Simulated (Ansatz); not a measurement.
Ansatz input file:

```yaml
crystal:
  lattice:
    - [-1.7034486149, 1.7034486149, 1.7034486149]
    - [1.7034486149, -1.7034486149, 1.7034486149]
    - [1.7034486149, 1.7034486149, -1.7034486149]
  atoms:
    - { symbol: Se, position: [0.0, 0.0, 0.0] }
basis:
  ecutwfc: 420
kpoints:
  mp_grid: { grid: [18, 18, 18] }
hamiltonian:
  xc: pbesol
scf:
  occupations: { method: gaussian, width: 0.1 }
output:
  forces: true
  stress: true
  eigenvalues: true
  write_density: true
  write_potential: true
  elf: true
  volumetric_format: npy
relax:
  adjacent_minimum: "off"
  f_tol: 0.005
  max_steps: 80
  cell: { stress_tol: 0.05 }
```

Launched with
```bash
ansatz run input.yaml --threads 1 --pin off --max-ram 2560MiB --backend cpu --events-out ev --progress --plain --runs-dir out
```

The calculation used Ansatz, DFT PBEsol, scalar-relativistic, plane waves, PAW.

Abridged output:

```
Pseudopotentials: kind: paw
Pseudopotential: Se, paw, valence charge 16, recommended cutoff 420 eV (normal)
Functional definition: PBEsol
Crystal: 1 atom, lattice volume = 19.772 Å³
Basis set: ecut = 420 eV, 381 PW (Γ), exchange–correlation on 40×40×40 points (8 copies of the dense FFT grid, shifted against one another)
Bands: 12, of which v1, the nominal top of the filled ones, is band 8 counted from 1 (7 counted from 0)
Symmetry: 48 space group operations
Space group: Im-3m (ITA 229), of the structure as read, at distance tolerance 2.7e-5 Å
k-points: 195 of 5832
Initial density: superposition of atomic densities (neutral atoms: chi_scale 0, normalization atom), corrected by the library's trained network
Initial wavefunctions: pseudopotential atomic-orbital guess
Functional: x = pbesol(κ = 0.804, μ = 0.12345679), c = pbesol(β = 0.046)
SCF iter   1: F=—  HF=-5423.748125 eV  |F-HF|=—  |Δ(HF+E_count)|=         —  Δρ=1.81e-3  dr2=3.90e-4  ethr=1.77e-3  ⟨swp⟩=5.1  Hψ=13828  notcnv=0
SCF iter   2: F=—  HF=-5423.747862 eV  |F-HF|=—  |Δ(HF+E_count)|=   2.63e-4  Δρ=1.22e-3  dr2=1.97e-4  ethr=2.44e-6  ⟨swp⟩=2.0  Hψ=5456  notcnv=0
SCF iter   3: F=—  HF=-5423.747927 eV  |F-HF|=—  |Δ(HF+E_count)|=   6.49e-5  Δρ=5.46e-4  dr2=4.38e-5  ethr=1.23e-6  ⟨swp⟩=2.0  Hψ=3857  notcnv=0
SCF iter   4: F=—  HF=-5423.747940 eV  |F-HF|=—  |Δ(HF+E_count)|=   1.22e-5  Δρ=8.86e-5  dr2=1.88e-6  ethr=2.74e-7  ⟨swp⟩=2.1  Hψ=3865  notcnv=0
SCF iter   5: F=—  HF=-5423.747939 eV  |F-HF|=—  |Δ(HF+E_count)|=   9.23e-7  Δρ=2.80e-5  dr2=6.67e-8  ethr=1.17e-8  ⟨swp⟩=2.0  Hψ=3870  notcnv=0
SCF iter   6: F=-5423.747939 eV  HF=-5423.747939 eV  |F-HF|=1.14e-9  |Δ(HF+E_count)|=   4.32e-8  Δρ=4.76e-6  dr2=2.01e-9  ethr=4.17e-10  ⟨swp⟩=8.1  Hψ=14535  notcnv=0
SCF 1 converged in 6 iterations: F = -5423.747939 eV  dr2 = 2.01e-9
relax step   1: F+E_penalty+E_count = -5423.74793862 eV  Δ(F+E_penalty+E_count) = +0.000e0 eV  max|allowed force component| = 0.000e0 eV/Å  Δτ_max = 0.0000 Å  P = -2.245 GPa  Ω = 19.772 Å³  (6 SCF iters, dr2 threshold 1.00e-7 eV, accepted)
Crystal: 1 atom, lattice volume = 18.898 Å³
Basis set: ecut = 420 eV, 369 PW (Γ), exchange–correlation on 40×40×40 points (8 copies of the dense FFT grid, shifted against one another)
Initial density: handed on by an earlier stage of this run
Initial wavefunctions: those handed on with the density
SCF iter   1: F=—  HF=-5423.750433 eV  |F-HF|=—  |Δ(HF+E_count)|=         —  Δρ=9.40e-4  dr2=1.59e-4  ethr=1.00e-6  ⟨swp⟩=2.0  Hψ=17545  notcnv=0
SCF iter   2: F=—  HF=-5423.750412 eV  |F-HF|=—  |Δ(HF+E_count)|=   2.19e-5  Δρ=5.99e-4  dr2=6.61e-5  ethr=9.95e-7  ⟨swp⟩=2.0  Hψ=3888  notcnv=0
SCF iter   3: F=—  HF=-5423.750405 eV  |F-HF|=—  |Δ(HF+E_count)|=   6.67e-6  Δρ=2.13e-4  dr2=9.65e-6  ethr=4.13e-7  ⟨swp⟩=1.0  Hψ=2340  notcnv=0
SCF iter   4: F=—  HF=-5423.750402 eV  |F-HF|=—  |Δ(HF+E_count)|=   2.95e-6  Δρ=5.16e-5  dr2=2.70e-7  ethr=6.03e-8  ⟨swp⟩=2.8  Hψ=3767  notcnv=0
SCF iter   5: F=-5423.750402 eV  HF=-5423.750402 eV  |F-HF|=8.63e-10  |Δ(HF+E_count)|=   1.25e-7  Δρ=2.81e-6  dr2=6.01e-10  ethr=6.25e-10  ⟨swp⟩=7.9  Hψ=15124  notcnv=0
SCF 2 converged in 5 iterations: F = -5423.750402 eV  dr2 = 6.01e-10
  Residual-converged pass: ⟨swp⟩=1.0  Hψ=3120  notcnv=0  max |occ|·‖R‖ = 7.1e-9 eV (tolerance 1.0e-8 eV) dr2=6.01e-10  dr2_onsite=4.50e-10  max |Δocc| = 8.9e-11
relax step   2: F+E_penalty+E_count = -5423.75040212 eV  Δ(F+E_penalty+E_count) = -2.463e-3 eV  max|allowed force component| = 0.000e0 eV/Å  Δτ_max = 0.0000 Å  P = +1.558 GPa  Ω = 18.898 Å³  energy of the carried Pulay correction = +9.944e-5 eV  (5 SCF iters, dr2 threshold 1.00e-7 eV, accepted)
Crystal: 1 atom, lattice volume = 19.246 Å³
SCF iter   1: F=—  HF=-5423.751932 eV  |F-HF|=—  |Δ(HF+E_count)|=         —  Δρ=3.95e-4  dr2=2.88e-5  ethr=2.05e-7  ⟨swp⟩=2.3  Hψ=17344  notcnv=0
SCF iter   2: F=—  HF=-5423.751926 eV  |F-HF|=—  |Δ(HF+E_count)|=   5.47e-6  Δρ=2.51e-4  dr2=1.20e-5  ethr=1.80e-7  ⟨swp⟩=2.0  Hψ=3888  notcnv=0
SCF iter   3: F=—  HF=-5423.751925 eV  |F-HF|=—  |Δ(HF+E_count)|=   9.62e-7  Δρ=8.79e-5  dr2=1.71e-6  ethr=7.49e-8  ⟨swp⟩=1.0  Hψ=2340  notcnv=0
SCF iter   4: F=-5423.751925 eV  HF=-5423.751925 eV  |F-HF|=1.52e-8  |Δ(HF+E_count)|=   5.19e-7  Δρ=2.20e-5  dr2=4.89e-8  ethr=6.25e-10  ⟨swp⟩=5.1  Hψ=13045  notcnv=0
SCF 3 converged in 4 iterations: F = -5423.751925 eV  dr2 = 4.89e-8
relax step   3: F+E_penalty+E_count = -5423.75192472 eV  Δ(F+E_penalty+E_count) = -1.523e-3 eV  max|allowed force component| = 0.000e0 eV/Å  Δτ_max = 0.0000 Å  P = -0.089 GPa  Ω = 19.246 Å³  energy of the carried Pulay correction = +5.888e-5 eV  (4 SCF iters, dr2 threshold 1.00e-7 eV, accepted)
Crystal: 1 atom, lattice volume = 19.227 Å³
SCF iter   1: F=—  HF=-5423.751934 eV  |F-HF|=—  |Δ(HF+E_count)|=         —  Δρ=2.74e-5  dr2=3.92e-8  ethr=2.65e-10  ⟨swp⟩=2.5  Hψ=16818  notcnv=0
SCF iter   2: F=—  HF=-5423.751933 eV  |F-HF|=—  |Δ(HF+E_count)|=   1.40e-6  Δρ=1.53e-5  dr2=1.27e-8  ethr=1.24e-10  ⟨swp⟩=4.3  Hψ=11642  notcnv=0
SCF iter   3: F=-5423.751933 eV  HF=-5423.751933 eV  |F-HF|=1.50e-9  |Δ(HF+E_count)|=   1.60e-8  Δρ=1.74e-6  dr2=5.60e-10  ethr=7.97e-11  ⟨swp⟩=6.8  Hψ=13312  notcnv=0
SCF 4 converged in 3 iterations: F = -5423.751933 eV  dr2 = 5.60e-10
relax step   4: F+E_penalty+E_count = -5423.75193254 eV  Δ(F+E_penalty+E_count) = -7.819e-6 eV  max|allowed force component| = 0.000e0 eV/Å  Δτ_max = 0.0000 Å  P = -0.004 GPa  Ω = 19.227 Å³  energy of the carried Pulay correction = +6.108e-5 eV  (3 SCF iters, dr2 threshold 1.99e-8 eV, accepted)
Initial wavefunctions: pseudopotential atomic-orbital guess (no wavefunctions were taken with the density)
SCF iter   1: F=—  HF=-5423.751868 eV  |F-HF|=—  |Δ(HF+E_count)|=         —  Δρ=1.56e-5  dr2=5.20e-9  ethr=6.02e-8  ⟨swp⟩=2.5  Hψ=19399  notcnv=0
SCF iter   2: F=—  HF=-5423.751867 eV  |F-HF|=—  |Δ(HF+E_count)|=   9.84e-7  Δρ=9.63e-6  dr2=4.53e-9  ethr=3.25e-11  ⟨swp⟩=2.1  Hψ=3940  notcnv=0
SCF iter   3: F=—  HF=-5423.751867 eV  |F-HF|=—  |Δ(HF+E_count)|=   4.80e-9  Δρ=4.26e-6  dr2=1.24e-9  ethr=2.83e-11  ⟨swp⟩=1.2  Hψ=2499  notcnv=0
SCF iter   4: F=—  HF=-5423.751867 eV  |F-HF|=—  |Δ(HF+E_count)|=  3.55e-10  Δρ=4.83e-7  dr2=2.74e-11  ethr=7.73e-12  ⟨swp⟩=2.0  Hψ=2771  notcnv=0
SCF iter   5: F=-5423.751867 eV  HF=-5423.751867 eV  |F-HF|=0.00e0  |Δ(HF+E_count)|=  9.09e-12  Δρ=3.13e-8  dr2=1.52e-13  ethr=1.00e-12  ⟨swp⟩=5.0  Hψ=8780  notcnv=0
SCF 5 converged in 5 iterations: F = -5423.751867 eV  dr2 = 1.52e-13
SCF converged after 5 iterations
Free energy (F): -5423.751867 eV
Harris-Foulkes:  -5423.751867 eV  (|F-HF|=0.00e0)
Internal energy: -5423.749150 eV  (E = F + TS)
E sigma→0 (E₀):  -5423.750509 eV
Entropy (-TS):   -0.002717 eV (-2.717 meV/atom)
Fermi energy:    12.105234 eV
--- Per-component energies (eV) ---
  E_band       = -331.838015
  E_kinetic    = 117.292174
  E_local      = -2007.843432  (includes V_loc(G=0)·N_el)
  E_nonlocal   = -590.844536
  E_hartree    = 1015.837048
  E_xc         = -103.026721
  E_vxc        = -97.696191  (∫ρ·V_xc dr)
  E_paw        = -1868.904113  (= ΣΔE_a)
  E_vpaw       = 215.580476  (= ΣTr[D̂ρ^β])
  E_aug_tail   = -0.000617  (compensation charges beyond the density's cutoff)
  E_ewald      = -1987.267403
  E_core_change = 1.008450  (= ΣΔE_core)
  E_smearing   = -0.002717  (= −TS)
--- Forces (eV/Å), atoms counted from 1 ---
  atom   1  Se     0.00000000     0.00000000     0.00000000
--- Stress (GPa, compression-positive) ---
       -0.002528       0.000000       0.000000
        0.000000      -0.002528       0.000000
        0.000000       0.000000      -0.002528
  P = ⅓ Tr σ = -0.0025 GPa (-0.025 kbar)
--- Band table (eV; the first three rows and the last of 195) ---
  k-point 0: bands = ["-36.4657", "-36.4657", "-36.4657", "-36.4556", "-36.4556", "-4.5874", "15.3265", "15.3265", "15.3265", "23.8422", "24.6965", "24.6965"]
  k-point 1: bands = ["-36.4658", "-36.4655", "-36.4651", "-36.4557", "-36.4557", "-4.5179", "14.8744", "15.1722", "15.2983", "24.0432", "24.3710", "24.6646"]
  k-point 2: bands = ["-36.4661", "-36.4648", "-36.4633", "-36.4561", "-36.4558", "-4.3107", "13.7319", "14.7670", "15.2163", "23.4106", "23.6545", "25.4349"]
  k-point 194: bands = ["-36.4666", "-36.4666", "-36.4468", "-36.4468", "-36.4468", "1.8456", "8.6161", "8.6161", "8.6161", "15.8134", "15.8134", "35.8036"]
--- Relaxed structure (4 steps of the walk, 4 accepted, 1 SCFs on fresh bases) ---
  F+E_penalty+E_count = -5423.75186733 eV   max|allowed force component| = 0.000e0 eV/Å   (the final SCF, on the basis selected at the relaxed cell)
  cell:  # Å, volume = 19.2272 Å³
    - [-1.68766164, 1.68766164, 1.68766164]
    - [1.68766164, -1.68766164, 1.68766164]
    - [1.68766164, 1.68766164, -1.68766164]
  atoms:
    - { symbol: Se, position: [0.0, 0.0, 0.0] }
```

The relaxation met its thresholds.

The run took 34 s on 1 thread of AMD EPYC (Zen 3) (shared host), peak memory 0.36 GiB.